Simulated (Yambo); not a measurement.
A BSE run in Yambo for Li2PdO3 (space group C2/m, No. 12) (LDA bands; 4×4×4 mesh, 24 valence and 5 conduction bands, static screening with 81 bands and a 3 Ry block, scissor 1.30 eV, Tamm-Dancoff; field along x) gives:

| state | energy (eV) | states within 2 meV | relative strength | class |
|---|---|---|---|---|
| 1 | 2.10 | 1 | < 0.01 | dark |
| 2 | 2.15 | 1 | < 0.01 | dark |
| 3 | 2.19 | 1 | 0.05 | weak |
| 4 | 2.22 | 1 | < 0.01 | dark |
| 5 | 2.24 | 1 | < 0.01 | dark |

Axes are Cartesian, with cell vectors (Å) (2.55, -4.42, 0.00), (2.55, 4.42, 0.00), (-1.70, 0.00, 4.76).

### Question
What changes when the window shrinks to 18 valence and 4 conduction bands?

### Answer
The lowest state goes from 2.104 eV to 2.116 eV, and its distance below the direct gap from 0.728 eV to 0.715 eV. These are vertical excitations (zero momentum). The scissor comes from a G0W0 run whose convergence isn't established.

Spin-orbit coupling is not included.

Geometry of the Materials Project entry, not relaxed at this level; primitive cell a = 5.1008 Å, b = 5.1008 Å, c = 5.0589 Å, α = 99.68°, β = 99.68°, γ = 119.95°.

The structure is a Materials Project entry; no match was found in the copy of COD used, and its stability was not checked.
